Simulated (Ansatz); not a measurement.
ZrCu:
```yaml
crystal:
  lattice:
    - [3.25365, 0.00000, 0.00000]
    - [0.00000, 3.25365, 0.00000]
    - [0.00000, 0.00000, 3.25365]
  atoms:
    - { symbol: Zr, position: [0.50000, 0.50000, 0.50000] }
    - { symbol: Cu, position: [0.00000, 0.00000, 0.00000] }
```

Relaxed with r²SCAN. Special points in fractions of this cell's reciprocal vectors: Γ (0.000, 0.000, 0.000); X (0.000, 0.500, 0.000); M (0.500, 0.500, 0.000); R (0.500, 0.500, 0.500).

List the band energies nearest the Fermi level at these points for DFT-r²SCAN in the program Ansatz with PAW potentials.

In eV from the Fermi level; about four levels below and three above (degenerate sets whole), none deeper than 8.9 eV; points with the same levels are listed once.

| k | below | above |
|---|---|---|
| Γ | -3.12 -3.12 -3.12 -0.07 -0.07 | 4.25 4.25 4.25 |
| X | -3.18 -3.18 -2.98 -2.08 -0.60 | 1.19 1.19 4.13 |
| M | -3.56 -3.56 -2.72 -2.16 | 0.49 0.49 0.56 |
| R | -2.71 -2.71 -2.55 -2.55 -2.55 | 2.82 5.60 5.60 |

Space group Pm-3m (CsCl type). The workflow started from a Materials Project entry (that database holds measured and hypothetical structures alike); the Crystallography Open Database copy checked does not list it. Its standing as an ambient phase is unchecked. The r²SCAN relaxation kept the symmetry of its start; whether a distortion lowers the energy is not shown. The run is not spin-polarised. Scalar-relativistic: spin–orbit coupling is off unless named, which matters more the heavier the elements.

Potentials: the later of the program's two PAW sets.
